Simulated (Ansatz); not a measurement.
A distorted cell of TaRu (space group P4/mmm):

```yaml
crystal:
  lattice:
    - [3.00349, 0.00000, 0.00000]
    - [0.00000, 3.00349, 0.00000]
    - [0.00000, 0.00000, 3.36426]
  atoms:
    - { symbol: Ta, position: [0.50000, 0.48760, 0.50000] }
    - { symbol: Ru, position: [0.00000, 0.02220, 0.00000] }
```

Method: LDA (plane waves to 420 eV, PAW, scalar-relativistic; Ansatz, a first-principles code). k mesh 15×15×14 (Γ-centred), Fermi-Dirac smearing 0.05 eV. Stress and pressure are positive under compression. With partly filled bands, energies and forces of such displacements shift with the k mesh and the smearing. Spin-orbit coupling is left out, though Ta is heavy. TaRu is run without spin polarisation. TaRu was relaxed with its symmetry unable to fall.

### Question
What forces act on the atoms (eV/Å, Cartesian)?

### Answer
| atom | Fx | Fy | Fz |
|---|---|---|---|
| Ta1 | 0.000 | 0.584 | 0.000 |
| Ru2 | 0.000 | -0.584 | 0.000 |

### Question
Give the stress tensor in GPa and the pressure.

### Answer
```
    1.3      0.0      0.0
    0.0      0.4      0.0
    0.0      0.0      0.8
```
The pressure, a third of the trace, is 0.8 GPa.

(A displaced cell: forces are minus the slopes of the energy, force constants its curvatures, and phonons follow from these.)
